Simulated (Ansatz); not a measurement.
TiC:
Space group Fm-3m (No. 225); a = b = c = 4.2932 Å, α = β = γ = 90.00°

```csv
atom,site,symmetry,x,y,z
Ti,4b,m-3m,0.5000,0.5000,0.5000
C,4a,m-3m,0.0000,0.0000,0.0000
```
(The calculation used a cell of 2 atoms; values per cell refer to that cell.)

Relaxed with PBEsol.

Problem. Decompose the optical modes at the zone centre into irreducible representations, and say which are infrared and Raman allowed.

Solution. Point group m-3m: Γ_opt = T1u. Infrared: T1u. Raman: none.

Problem. Assign frequencies (DFPT, PBEsol in the plane-wave PAW code Ansatz).

Solution. T1u 542 cm⁻¹.

The cell was relaxed with PBEsol under the symmetry of its start; of distortions, only those at the zone centre were tested. The run is not spin-polarised. As this level gives no gap, phonon frequencies hold no LO–TO term and depend on the k-mesh and smearing (Fermi–Dirac, 0.1 eV here).

Potentials: the later of the program's two PAW sets.
